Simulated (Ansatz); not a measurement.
Is this ZrGa2SiTe2 structure a true minimum?

It was reached by relaxing an invented guess, and it needn't be the stable form of this composition.

These are results of DFT PBE, scalar-relativistic, plane waves, PAW in Ansatz, not measurements. Settings: cutoff 420 eV, Γ-centred mesh 12×12×4 on the computed 6-atom cell, Gaussian smearing of 0.10 eV; no spin polarisation.

The cell below (6 atoms, space group P-3m1 (No. 164)) is relaxed within its symmetry.

```cif
data_structure
_symmetry_space_group_name_H-M 'P 1'
_symmetry_Int_Tables_number 1
_cell_length_a 4.0100
_cell_length_b 4.0100
_cell_length_c 11.4687
_cell_angle_alpha 90.000
_cell_angle_beta 90.000
_cell_angle_gamma 120.000
_cell_volume 159.71
loop_
_atom_site_label
_atom_site_type_symbol
_atom_site_fract_x
_atom_site_fract_y
_atom_site_fract_z
_atom_site_occupancy
Zr1 Zr 0.00000 0.00000 0.00000 1
Ga1 Ga 0.66667 0.33333 0.59637 1
Ga2 Ga 0.33333 0.66667 0.40363 1
Si1 Si 0.00000 0.00000 0.50000 1
Te1 Te 0.66667 0.33333 0.84520 1
Te2 Te 0.33333 0.66667 0.15480 1
```

For the test a repeat of it with 12 atoms (edges 4.01, 4.01, 22.94 Å) was strained at random (σ = 1.5 % a component), the atoms were moved at random (σ = 0.10 Å), and all was relaxed again on a coarse 6×6×1 mesh (in the run’s order of axes) with 0.20 eV smearing, with no symmetry imposed.

These runs have no spin–orbit coupling, which can matter for Te.

Task: Does it come back?

Result: It returns, within 2 meV/atom of the unmoved cell on that mesh and with the same symmetry when read at 0.1 Å (C2/c at 0.01 Å, so small strains and shifts remain). So it is stable against the distortions that fit this cell and that this random move excites. Modes that don't fit the cell aren't tested.
